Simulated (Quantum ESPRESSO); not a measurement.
```cif
data_H6FeSr2
_chemical_formula_sum 'H6 Fe1 Sr2'
_space_group_name_H-M_alt 'P 1'
_space_group_IT_number 1
_cell_length_a 5.24341
_cell_length_b 5.24341
_cell_length_c 5.24341
_cell_angle_alpha 60.000
_cell_angle_beta 60.000
_cell_angle_gamma 60.000
loop_
_space_group_symop_operation_xyz
  'x, y, z'
loop_
_atom_site_label
_atom_site_type_symbol
_atom_site_fract_x
_atom_site_fract_y
_atom_site_fract_z
_atom_site_occupancy
H1 H 0.78246 0.78246 0.21754 1
H2 H 0.21754 0.21754 0.78246 1
H3 H 0.21754 0.78246 0.78246 1
H4 H 0.78246 0.21754 0.21754 1
H5 H 0.78246 0.21754 0.78246 1
H6 H 0.21754 0.78246 0.21754 1
Fe1 Fe 0.00000 0.00000 0.00000 1
Sr1 Sr 0.75000 0.75000 0.75000 1
Sr2 Sr 0.25000 0.25000 0.25000 1
```

The geometry is that of Materials Project entry mp-1078746, symmetrised and not relaxed again.

Q: What does PBEsol (Quantum ESPRESSO, PseudoDojo norm-conserving, 90 Ry, no spin-orbit coupling) give for the electronic structure near the Fermi level?

A: The PBEsol gap is indirect, 1.08 eV, from Γ to X; the smallest direct gap is 1.15 eV. 

The structure is a Materials Project entry; no match was found in the copy of COD used, and its stability was not checked.

The runs are not spin-polarised; magnetic order was not tried.
